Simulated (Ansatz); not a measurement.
Ga4As3P: computed properties

Computed with DFT PBE, scalar-relativistic, plane waves, PAW (Ansatz 0.2.0).

Settings: cutoff 420 eV, Γ-centred mesh 10×10×4 on the computed 8-atom cell, Gaussian smearing of 0.02 eV; no spin polarisation.

The structure is relaxed at this level of theory with its symmetry kept, and needn't be the ground state of this composition.

```
Ga P As
1.0
     4.01887    0.00000    0.00000
     0.00000    4.01887    0.00000
     0.00000    0.00000   11.37135
Ga P As
4 1 3
Direct
  0.50000 0.00000 0.88185
  0.00000 0.50000 0.11815
  0.50000 0.00000 0.37260
  0.00000 0.50000 0.62740
  0.50000 0.50000 0.00000
  0.00000 0.00000 0.24543
  0.50000 0.50000 0.50000
  0.00000 0.00000 0.75457
```

```json
{"Space group": "P-4m2 (No. 115)", "Volume per atom": "22.96 Å³", "Formation energy from the elements' standard states (uncorrected)": "-0.366 eV/atom", "Kohn–Sham band gap": "0.47 eV", "Orbital (Löwdin) character of the top 1 eV of the valence band": "As 4p 62 %, Ga 4p 21 %, P 3p 14 %", "Orbital (Löwdin) character of the lowest 1 eV of the conduction band": "Ga 4s 34 %, Ga 4p 22 %, As 4s 14 %, As 4p 13 %, P 3s 7 %", "Bader charge by site (e)": "Ga (2 in the cell) 0.75, Ga (2 in the cell) 0.68, P (1 in the cell) -0.82, As (2 in the cell) -0.68, As (1 in the cell) -0.68"}
```

The cell was found from a structure generator's guess, not taken from experiment. Kohn–Sham gaps at this level usually fall short of measured ones. Löwdin shares on free-atom orbitals overweight diffuse shells in the empty bands.
